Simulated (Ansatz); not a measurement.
**Computed scan of one atom of the cell: Bi2Te3 (Bi2Te3 type, space group R-3m)**

Starting cell, Bi$_{2}$Te$_{3}$ (Bi2Te3 type, space group R-3m):

```xyz
5
Lattice="2.1973 1.2686 10.4614 -2.1973 1.2686 10.4614 0.0000 -2.5372 10.4614" Properties=species:S:1:pos:R:3 pbc="T T T"
Bi     0.0000     0.0000    12.5016
Bi     0.0000     0.0000    18.8827
Te     0.0000     0.0000     0.0000
Te     0.0000     0.0000     6.7088
Te     0.0000     0.0000    24.6755
```

In each cell atom 5 (Te, nearest neighbour Bi at 3.061 Å; its periodic images, 4.4 Å or more away, move with it) moves by s·(0.000, 0.000, 1.000) (along Cartesian z), the rest being held.

Computed with r2SCAN+rVV10 (plane waves to 500 eV, PAW, scalar-relativistic; Ansatz, a program for electronic structure). k mesh 7×7×7 (Γ-centred), Fermi-Dirac smearing 0.05 eV. The energy includes the smearing's −TS. Stress and pressure are positive under compression. F∥ is the force on the atom along that direction. Bi2Te3 was relaxed with its symmetry unable to fall. Spin-orbit coupling is left out, though Bi and Te are heavy. ΔE is measured from the undisplaced structure.

```json
[
 {"s (Å)": "-0.610", "ΔE (meV/cell)": "1116", "P (GPa)": "5.53", "F∥ (eV/Å)": "3.482"},
 {"s (Å)": "-0.488", "ΔE (meV/cell)": "725", "P (GPa)": "4.23", "F∥ (eV/Å)": "2.903"},
 {"s (Å)": "-0.366", "ΔE (meV/cell)": "411", "P (GPa)": "3.01", "F∥ (eV/Å)": "2.233"},
 {"s (Å)": "-0.244", "ΔE (meV/cell)": "183", "P (GPa)": "1.88", "F∥ (eV/Å)": "1.502"},
 {"s (Å)": "-0.122", "ΔE (meV/cell)": "46", "P (GPa)": "0.88", "F∥ (eV/Å)": "0.748"},
 {"s (Å)": "0.000", "ΔE (meV/cell)": "0", "P (GPa)": "0.00", "F∥ (eV/Å)": "0.009"},
 {"s (Å)": "0.122", "ΔE (meV/cell)": "41", "P (GPa)": "-0.74", "F∥ (eV/Å)": "-0.671"},
 {"s (Å)": "0.244", "ΔE (meV/cell)": "160", "P (GPa)": "-1.32", "F∥ (eV/Å)": "-1.252"},
 {"s (Å)": "0.366", "ΔE (meV/cell)": "341", "P (GPa)": "-1.74", "F∥ (eV/Å)": "-1.699"},
 {"s (Å)": "0.488", "ΔE (meV/cell)": "568", "P (GPa)": "-2.01", "F∥ (eV/Å)": "-1.991"},
 {"s (Å)": "0.610", "ΔE (meV/cell)": "820", "P (GPa)": "-2.14", "F∥ (eV/Å)": "-2.117"}
]
```

Summary:

| Property | Value |
|---|---|
| Energy at s = 0.610 Å | 820 meV/cell |
| Force along the line at s = -0.610 Å | 3.48 eV/Å |
| Symmetry of the curve | not even: the negative side lies higher at ±0.610 Å |
| Shape of the curve | a single well with its minimum at or next to zero displacement |
| Force constant k = d²E/ds² at s = 0 (finite differences) | 5.87 eV/Å² |
| Harmonic estimate at the end of the scan | ½ks² = 1092 meV/cell against the computed 820 meV/cell, so the well is softer than harmonic there |

(A displaced cell: forces are minus the slopes of the energy, force constants its curvatures, and phonons follow from these.)
